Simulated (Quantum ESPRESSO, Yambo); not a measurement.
## Levels of theory for the gap of CdS

CdS (wurtzite, space group P6_3mc, No. 186): one geometry, one set of PBEsol (pw.x of Quantum ESPRESSO, ONCV potentials, with spin-orbit coupling) orbitals, self-energies from Yambo (3×3×2 Γ-centred k mesh, bands 17 to 236 and a 6 Ry block in the screening, 236 bands in G with the Bruneval-Gonze terminator, plasmon pole fitted at 27.2 eV).

Cell and atoms were relaxed with PBEsol from Materials Project entry mp-672, within its symmetry.

```json
[
 {"level": "PBEsol (Quantum ESPRESSO)", "gap Γ → Γ (eV)": "1.08", "rough Yambo cost": "–"},
 {"level": "exchange only (Hartree-Fock self-energy on PBEsol orbitals)", "gap Γ → Γ (eV)": "8.36", "rough Yambo cost": "about 1/5 (11 states)"},
 {"level": "static COHSEX@PBEsol", "gap Γ → Γ (eV)": "2.65", "rough Yambo cost": "within a factor of two (2 states)"},
 {"level": "G0W0@PBEsol, plasmon pole", "gap Γ → Γ (eV)": "2.19", "rough Yambo cost": "1 (11 states)"}
]
```

Bare exchange has no screening and gives the widest gap; static COHSEX screens it but leaves out the frequency dependence, which G0W0 restores.

Costs are rough ratios of core time on shared machines.

Nearest settings tried, and what they do to the gap: 162 bands in G: -0 meV; 162 bands in W, 162 bands in G: +56 meV; 5 Ry block (147 vectors against 159): -0 meV; 3×3×1 mesh: -141 meV. So the settings aren't converged at that level. The k mesh is coarse.
